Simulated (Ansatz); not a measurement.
ScAl₂ (cubic Laves (MgCu2 type), Fd-3m) under volume change, r²SCAN in the plane-wave PAW code Ansatz, scaled uniformly.

```
V (Å³/atom)  E − E(relaxed) (meV/atom)     P (GPa)
-----------  -------------------------  ----------
16.361                      (withheld)  (withheld)
16.901                            21.2        6.63
17.440                             5.0        3.07
17.980                             0.0        0.00
18.519                             4.6       -2.64
19.058                      (withheld)  (withheld)
19.598                            37.3       -6.87
```

What belongs in the gaps?


- 19.058, E − E(relaxed) (meV/atom): 17.4
- 19.058, P (GPa): -4.92
- 16.361, E − E(relaxed) (meV/atom): 50.4
- 16.361, P (GPa): 10.78

What does a third-order Birch–Murnaghan fit give for V₀, B₀ and B′?

V₀ = 17.98 Å³/atom, B₀ = 94.7 GPa, B′ = 4.0.

The first step of the workflow began from a Materials Project structure, measured or hypothetical; the Crystallography Open Database copy checked does not list it. Its standing as an ambient phase is unchecked. Symmetry was held in the r²SCAN relaxation; whether a distortion lowers the energy is not shown. The run is not spin-polarised.

Potentials: the later of the program's two PAW sets.
